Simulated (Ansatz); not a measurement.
BaO:
```
BaO
1.0
    0.00000     2.74507     2.74507
    2.74507     0.00000     2.74507
    2.74507     2.74507     0.00000
Ba O
1 1
Direct
  0.00000   0.00000   0.00000
  0.50000   0.50000   0.50000
```

x, y and z are the axes in which the lattice vectors are written.

Give the high-frequency dielectric tensor and the Born effective charge tensors of the independent atoms from DFPT, DFT-PBEsol in the program Ansatz with PAW potentials.


ε∞:
```
4.28  0.00  0.00
0.00  4.28  0.00
0.00  0.00  4.28
```
Z* of atom 1 (Ba), rows: field, columns: displacement, in e:
```
2.78  0.00  0.00
0.00  2.78  0.00
0.00  0.00  2.78
```
Z* of atom 2 (O), rows: field, columns: displacement, in e:
```
-2.78   0.00   0.00
 0.00  -2.78   0.00
 0.00   0.00  -2.78
```

Space group Fm-3m (rock salt). Symmetry was held in the PBEsol relaxation. Scalar-relativistic: spin–orbit coupling is off unless named, which matters more the heavier the elements.

Potentials: the earlier of the program's two PAW sets. The files were generated under PBE; for other functionals the program regenerates the frozen cores, and for LDA and PBEsol the local potential too.
